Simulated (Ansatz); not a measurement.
# GdN in the rocksalt structure

Method: r²SCAN, scalar-relativistic; collinear spin; PAW, 500 eV, 12×12×12 k-mesh, Gaussian smearing of 0.05 eV; code Ansatz. The datasets are Ansatz's generated set soft_2.

```
Gd N
1.0
     0.00000    2.48655    2.48655
     2.48655    0.00000    2.48655
     2.48655    2.48655    0.00000
Gd N
1 1
Direct
  0.50000 0.50000 0.50000
  0.00000 0.00000 0.00000
```

The start was a prototype's sites filled with these elements; the Crystallography Open Database holds the compound in this structure.

Magnetic state: ferromagnetic, site spin moments Gd 6.93; N -0.14 μB.

The run above is the reference. The same cell was run again with other input settings; several of them aren't fit for production, so the rows show the settings' effect and aren't properties of the material.

```tsv
keys changed	outcome	ΔE (meV/atom)	P (GPa)	gap on the mesh (eV)	cell moment (μB)	largest force component (eV/Å)	SCF iterations	rough core-seconds	new warnings
none (reference)	converged	0.0	0.1	metal	7.00	0.000	–	–	–
hamiltonian.pseudopotentials: {"kind": "paw", "source": "jth"}	refused	–	–	–	–	–	0	0.1	–
hamiltonian.xc: "r2scan" → "pbe"	converged	–	1.0	metal	7.00	0.000	12	13	–
kpoints.mp_grid.grid: [12, 12, 12] → [15, 15, 15]	converged	0.0	0.1	metal	7.00	0.000	12	30	–
scf.initial_density.chi_scale: 0.3	converged	0.0	0.1	metal	7.00	0.000	15	22	–
```

These changes also left energy (to 0.1 meV/atom), pressure, gap, moment and forces as in the reference: scf.convergence.dr2_threshold: 1e-05.

ΔE is the energy with the smearing extrapolated to zero. It is left out where the change alters the Hamiltonian or the spin treatment. The varied runs start from atomic densities (corrected by the program's trained start where that serves), with the default search for lower states unless a row changes it, while the reference went on from a saved state, so a magnet may end in another state whatever the setting.

(1) What happens with these changes: scf.convergence.dr2_threshold: 1e-08; hamiltonian.dispersion: "d3bjatm"; scf.mixing.algorithm: "broyden"; scf.mixing.beta: 0.9; scf.mixing.ndim: 2?

Answer:

(1) outcome converged, P (GPa) -1.2, gap on the mesh (eV) metal, cell moment (μB) 7.00, largest force component (eV/Å) 0.000, SCF iterations 12, rough core-seconds 19, new warnings stress scf threshold loose.

The pair part of a dispersion correction pulls inward (a three-body part mostly pushes out), and in metals and ionic crystals with large ions it often overbinds.

2 further runs (cut off, refused for memory, with changed atoms or starts, or in doubt) are left out.

Of the reference: Exchange splits the half-filled 4f shell away from the Fermi level; the metal comes from a small overlap of other bands, which can be the functional's gap error. No spin–orbit coupling, a notable omission for heavy elements. The run wasn't fully tested for a lower electronic state. Site moments are of spin, integrated over atomic spheres.
